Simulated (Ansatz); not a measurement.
AgI (wurtzite), relaxed with LDA (Ansatz, a quantum-chemistry and plane-wave program, plane waves, PAW): a = b = 4.4848 Å, c = 7.3421 Å, α = β = 90.00°, γ = 120.00°.

```
Item                  Result
--------------------  ------
gap (eV)                1.09
B₀ by P(V) fit (GPa)    41.1
```

Task: The same phase is relaxed and computed with HSE06 in the same code. What are the cell and these values now?

Result: a = b = 4.681 Å, c = 7.646 Å, α = β = 90.00°, γ = 120.00°.

* **gap (eV)**: 2.53
* **B₀ by P(V) fit (GPa)**: 25.8

All cells were relaxed under the symmetry of their starts (and spin orders); stability against distortions was not tested throughout. Rows with no word on spin ran without spin polarisation. Spin–orbit coupling is left out wherever it is not named.

Potentials: the later of the program's two PAW sets.

Ansatz is a plane-wave DFT program.
